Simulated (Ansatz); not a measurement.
TiC with Nb replacing Ti: gradients before and after relaxing the atoms

Start: a supercell of TiC (rock salt type, Fm-3m) built from a structure deposited in the COD (the entry's cell lengths or inner coordinates differ somewhat from later room-temperature determinations), with all atoms left at the host's positions.

Space group Fm-3m (No. 225); a = 12.9558 Å.

| site | Wyckoff | site symmetry | x | y | z |
| --- | --- | --- | --- | --- | --- |
| Nb | 4a | m-3m | 0.0000 | 0.0000 | 0.0000 |
| Ti2 | 48h | m.m2 | 0.1667 | 0.1667 | 0.0000 |
| Ti5 | 32f | .3m | 0.3333 | 0.1667 | 0.1667 |
| Ti15 | 24e | 4m.m | 0.5000 | 0.5000 | 0.3333 |
| C28 | 32f | .3m | 0.1667 | 0.1667 | 0.1667 |
| C30 | 24e | 4m.m | 0.5000 | 0.5000 | 0.1667 |
| C32 | 48i | m.m2 | 0.5000 | 0.3333 | 0.3333 |
| C41 | 4b | m-3m | 0.5000 | 0.5000 | 0.5000 |

One atom of each set is listed; the run and its k-mesh use a cell of 54 atoms with edges of 9.16, 9.16, 9.16 Å.

Method: Kohn–Sham DFT in Ansatz, PBE, plane waves and PAW, scalar-relativistic, 420 eV cutoff, Γ-centred 3×3×3 k-points, Fermi–Dirac smearing 0.01 eV, cell charge +1.

The largest force at the start is 0.42 eV/Å. Relaxing the ions at fixed cell moves them by 0.021 Å at most (atom 30, C) and 0.009 Å rms.

| site | moved (Å) | first shell before | first shell after | V_zz before (10²¹ V/m²) | η before |
| --- | --- | --- | --- | --- | --- |
| Nb | 0.000 | 6 C at 2.16 Å | 6 C at 2.18 Å | 0.00 | – |
| Ti2 | 0.013 | 6 C at 2.16 Å | 6 C at 2.15–2.17 Å | 0.21 | 0.24 |
| Ti5 | 0.002 | 6 C at 2.16 Å | 6 C at 2.16 Å | -0.029 | 0.00 |
| Ti15 | 0.005 | 6 C at 2.16 Å | 6 C at 2.14–2.16 Å | 0.071 | 0.00 |
| C30 | 0.021 | 5 Ti at 2.16 Å, 1 Nb at 2.16 Å | 5 Ti at 2.14–2.17 Å, 1 Nb at 2.18 Å | -0.16 | 0.00 |
| C32 | 0.001 | 6 Ti at 2.16 Å | 6 Ti at 2.15–2.16 Å | 0.063 | 0.02 |

(1) How do the gradients change?

Results:

(1) 

```
site  V_zz after  η after  change of V_zz
  Nb        0.00        –            0.00
 Ti2        0.17     0.86           -0.04
 Ti5      -0.011     0.00           +0.02
Ti15       -0.24     0.00           -0.31
 C30       -0.21     0.00           -0.05
 C32       0.049     0.74           -0.01
```

The largest change of V_zz is on Ti15, from 0.071 to -0.24. Where |V_zz| stays above 0.1, η moves most on Ti2, from 0.24 to 0.86. V_zz changes sign on Ti15 (same axis). Other sites with |V_zz| of 0.02 or less aren't listed.

The run isn't spin-polarised, and a state with spin may lie lower. The defect repeats with the cell of 54 atoms, so it feels its images: sites between two images don't show the values beside a lone defect, and zeros or small values of η there can come from the images' arrangement. A uniform background compensates the cell's charge. The defect cell has no gap above 0.1 eV on its mesh, so the values can hang on the smearing and the k-mesh. Without spin–orbit coupling (the program notes it for Nb) the gradients can shift somewhat, as the gap is small. The cell keeps the host's lattice, where the PBE pressure is 6 GPa (in a charged cell this depends on the convention for the mean potential).
Before: The neighbours have not yet relaxed around the defect (largest force 0.42 eV/Å), so a real crystal will differ.
After: The relaxation keeps the site symmetry m-3m of the start, so the impurity can't leave its site; a distortion that would localise the partly filled state isn't explored.
